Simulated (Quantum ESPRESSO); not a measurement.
Computed NMR tensors in AlN (changed cell)

```
CELL_PARAMETERS angstrom
      0.00000     2.20583     2.17308
      2.17308     0.00000     2.17308
      2.17308     2.20583     0.00000
ATOMIC_POSITIONS crystal
  Al 0.00000 0.00000 0.00000
  N  0.75000 0.75000 0.75000
```
The cell was made here from a computed Materials Project entry: strained by +1 % along the cube axis and by -0.5 % across it, atoms relaxed (PBE without dispersion, pw.x of a modified build of Quantum ESPRESSO, symmetry kept). The parent is AlN in F-43m. Stability against distortions was not tested.

Computed: shieldings by PBE GIPAW (Quantum ESPRESSO, JTH PAW datasets), 25 Ha, k-mesh 7×7×7 shifted, f-sum rule met within 0.013 %.

```csv
site,site symmetry,σ_iso (ppm),span Ω (ppm)
Al (atom 1),-4m2,435,1
N (atom 2),-4m2,105,8
```

Ω = σ33 − σ11 of the symmetric part; where symmetry doesn't make it nil, it is less certain than σ_iso.

These are absolute shieldings with no macroscopic susceptibility term; δ = σ_ref − σ needs a reference computed alike. By our sweeps, such settings leave a few ppm in absolute σ. The datasets of Al hold no d projectors, which limits absolute σ on these atoms.
